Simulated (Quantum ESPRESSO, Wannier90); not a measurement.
Tight-binding from DFT: LiNbO₂ (P6₃/mmc)

```
begin unit_cell_cart
ang
    2.9217801281    0.0000000000    0.0000000000
   -1.4608900640    2.5303358152    0.0000000000
    0.0000000000    0.0000000000   10.4510300000
end unit_cell_cart
begin atoms_frac
Li   0.0000000000  0.0000000000  0.0000000000
Li   0.0000000000  0.0000000000  0.5000000000
Nb   0.3333333333 -0.3333333333 -0.2500000000
Nb  -0.3333333333  0.3333333333  0.2500000000
O    0.3333333333 -0.3333333333  0.1218300000
O   -0.3333333333  0.3333333333 -0.1218300000
O   -0.3333333333  0.3333333333 -0.3781700000
O    0.3333333333 -0.3333333333  0.3781700000
end atoms_frac
```

Structure: Materials Project mp-3924, symmetrised, not relaxed again. COD (Crystallography Open Database) has an entry of this formula and space group (matched by these alone). Method: LDA plane waves in Quantum ESPRESSO 7.5 (PseudoDojo norm-conserving files, 68 Ry, no spin polarisation, no spin-orbit coupling), Bloch states on a 6×6×4 mesh through Γ, Wannier90 4.0.1. Density: 12×12×4 mesh, cold smearing 0.01 Ry.

A tight-binding model is made by disentanglement and projection with no localisation steps (num_iter = 0), so the 22 orbitals stay atom-like: hydrogen-like Nb: d; O: p, axes along x, y, z; frozen window up to 2.90 eV relative to the valence-band maximum. It follows pw.x to 6.5 meV rms for states up to 2.6 eV relative to the valence-band maximum. Matrix elements depend on this choice of orbitals and windows.

The 20 largest hoppings ⟨m,0|H|n,R⟩ between different sites (one of each Hermitian pair; signs follow the real orbitals' lobes; the list may end inside a set of equal values):

| m | n | R | distance of the centres (Å) | t (eV) |
|---|---|---|---|---|
| Nb3 dyz | O6 py | 1 0 0 | 2.18 | 1.704 |
| Nb3 dyz | O7 py | 1 0 0 | 2.18 | -1.704 |
| O5 py | Nb4 dyz | 1 0 0 | 2.18 | -1.703 |
| O8 py | Nb4 dyz | 1 0 0 | 2.18 | 1.703 |
| Nb3 dxz | O7 px | 1 -1 0 | 2.16 | -1.099 |
| O6 px | Nb3 dxz | 0 1 0 | 2.16 | 1.099 |
| O7 px | Nb3 dxz | 0 1 0 | 2.16 | -1.099 |
| Nb3 dxz | O6 px | 1 -1 0 | 2.16 | 1.099 |
| O8 px | Nb4 dxz | 1 -1 0 | 2.16 | 1.099 |
| Nb4 dxz | O5 px | 0 1 0 | 2.16 | -1.099 |
| Nb4 dxz | O8 px | 0 1 0 | 2.17 | 1.099 |
| O5 px | Nb4 dxz | 1 -1 0 | 2.17 | -1.099 |
| Nb3 dyz | O6 px | 1 -1 0 | 2.13 | -1.047 |
| O6 px | Nb3 dyz | 0 1 0 | 2.13 | 1.047 |
| O7 px | Nb3 dyz | 0 1 0 | 2.13 | -1.047 |
| Nb3 dyz | O7 px | 1 -1 0 | 2.13 | 1.047 |
| O6 py | Nb3 dxz | 0 1 0 | 2.17 | 1.047 |
| O7 py | Nb3 dxz | 0 1 0 | 2.17 | -1.047 |
| Nb3 dxz | O7 py | 1 -1 0 | 2.17 | 1.047 |
| Nb4 dxz | O8 py | 0 1 0 | 2.17 | 1.047 |
